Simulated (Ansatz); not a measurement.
**Profile along the Ta–Ta line in Ta (bcc, W type)**

Ta (bcc, W type), conventional cell a = b = c = 3.2820 Å, α = β = γ = 90.00°. The calculation uses the primitive cell of 1 atom, to which meshes and values per cell refer.

Fields along a shortest Ta–Ta line of a {211} plane (2.84 Å), from Ta to Ta, interpolated on the slice's grid (step about 0.2 Å). All values below come from PBEsol (plane waves to 420 eV, PAW, scalar-relativistic; Ansatz, a program for electronic structure). k mesh 20×20×20. Near the nuclei the fields are pseudised (PAW); where an atom keeps semicore shells as valence, they peak there. Spin-orbit coupling is left out, though Ta is heavy. Ta is run without spin polarisation. Ta was relaxed with its symmetry unable to fall.

| distance from Ta (Å) | valence electron density (e/Å³) | electron localisation function |
|---|---|---|
| 0.00 | 3.10 | x |
| 0.14 | 3.54 | x |
| 0.28 | 4.32 | x |
| 0.43 | 4.50 | x |
| 0.57 | 3.73 | 0.73 |
| 0.71 | 2.47 | 0.70 |
| 0.85 | 1.34 | 0.52 |
| 0.99 | 0.67 | 0.30 |
| 1.14 | 0.42 | 0.22 |
| 1.28 | 0.33 | 0.26 |
| 1.42 | 0.31 | 0.29 |
| 1.56 | 0.33 | 0.26 |
| 1.70 | 0.42 | 0.22 |
| 1.85 | 0.67 | 0.30 |
| 1.99 | 1.34 | 0.52 |
| 2.13 | 2.47 | 0.70 |
| 2.27 | 3.73 | 0.73 |
| 2.41 | 4.50 | x |
| 2.56 | 4.32 | x |
| 2.70 | 3.54 | x |
| 2.84 | 3.10 | x |

x: too close to a nucleus for the ELF to mean much.

Density on the Ta–Ta line (2.84 Å) at its midpoint: 0.31 e/Å³. ELF at that point: 0.3.
